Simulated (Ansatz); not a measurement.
Given:

CaO$_{2}$:
```
CELL_PARAMETERS angstrom
     -1.62328     1.62328     3.37932
      1.62328    -1.62328     3.37932
      1.62328     1.62328    -3.37932
ATOMIC_POSITIONS crystal
  Ca 0.50000 0.50000 0.00000
  O  0.88984 0.88984 0.00000
  O  0.11016 0.11016 0.00000
```

This is the PBEsol-relaxed structure.

### Question
All from the program Ansatz at the PBEsol level (PAW), unless another level is named. Give the bulk modulus (Birch–Murnaghan fit).

### Answer
57.3 GPa.

### Question
And the highest zone-centre frequency (without LO–TO term)?

### Answer
915 cm⁻¹.

Space group I4/mmm. The first step of the workflow began from a Materials Project structure, measured or hypothetical; the Crystallography Open Database copy checked does not list it. Whether it is the stable phase at ambient conditions was not checked. The cell was relaxed with PBEsol under the symmetry of its start. At this level the phase is dynamically unstable (imaginary phonons).

Potentials: the later of the program's two PAW sets.
